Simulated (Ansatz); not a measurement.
# MoS2: ³³S NMR of the central transition

Cell: a computed structure from the Materials Project (it need not be an observed phase), its atoms then relaxed with PBE in this cell.

Space group P6_3/mmc (No. 194); a = 3.1854, c = 13.1784 Å, γ = 120.00°.

```
site  Wyckoff  site symmetry       x       y       z
  Mo       2b           -6m2  0.0000  0.0000  0.2500
   S       4f            3m.  0.3333  0.6667  0.3684
```

One atom of each set is listed.

Computed with Ansatz: DFT, LDA, plane waves and PAW, scalar-relativistic, collinear spin, 420 eV cutoff, Γ-centred 11×11×3 k-points, Fermi–Dirac smearing 0.02 eV. Start moments as typed (μB): 2 on each Mo, none on the rest.

³³S has I = 3/2 and Q = -69.40 mb (Pyykkö 2018); at 9.4 T its Larmor frequency is ν₀ = 30.8 MHz. Only the quadrupole interaction is simulated: positions count from each site's isotropic chemical shift, and shift anisotropy, dipolar and J coupling are left out.

Simulated pattern of one S site (static powder, Gaussian broadening 10 kHz):

| offset (kHz) | height |
| --- | --- |
| -262.3 | 0 |
| -244.1 | 90 |
| -225.8 | 100 |
| -207.6 | 64 |
| -189.4 | 52 |
| -171.2 | 45 |
| -153.0 | 41 |
| -134.8 | 39 |
| -116.5 | 36 |
| -98.3 | 35 |
| -80.1 | 34 |
| -61.9 | 34 |
| -43.7 | 33 |
| -25.4 | 33 |
| -7.2 | 32 |
| 11.0 | 26 |
| 29.2 | 27 |
| 47.4 | 29 |
| 65.6 | 32 |
| 83.9 | 37 |
| 102.1 | 45 |
| 120.3 | 71 |
| 138.5 | 64 |
| 156.7 | 0 |

Problem. Which |C_Q| and η does the pattern imply?

Solution. The pattern spans 377 kHz before broadening and its centre of gravity is at -72.4 kHz, which fixes P_Q; the places of the horns and steps fix η. That gives P_Q = 9.44 MHz, |C_Q| = 9.44 MHz and η = 0.00. The sign of C_Q can't be read from the pattern.

An axis of threefold or higher order runs through S, so V_zz lies along it and η is zero.

With ν_Q/ν₀ up to 0.15, terms beyond second order are no longer negligible.

At this cell the LDA pressure is -6 GPa, so with LDA the cell would shrink if it were relaxed. The largest force is 0.5 eV/Å, so the atoms aren't at the calculated equilibrium and relaxing them would move these values. Without spin–orbit coupling (the program notes it for Mo) the gradients can shift somewhat, as the gap is small. The start moments die out, and the run ends without spin.

Hardware: 4 threads of Intel Xeon 6975P-C (Granite Rapids) (x86_64; 16 cores open to the job, memory cap 8.0 GiB, no GPU), a shared host with a load of 0.4 a core. Wall time 3.7 s, CPU time 12 s, peak memory 0.61 GiB.
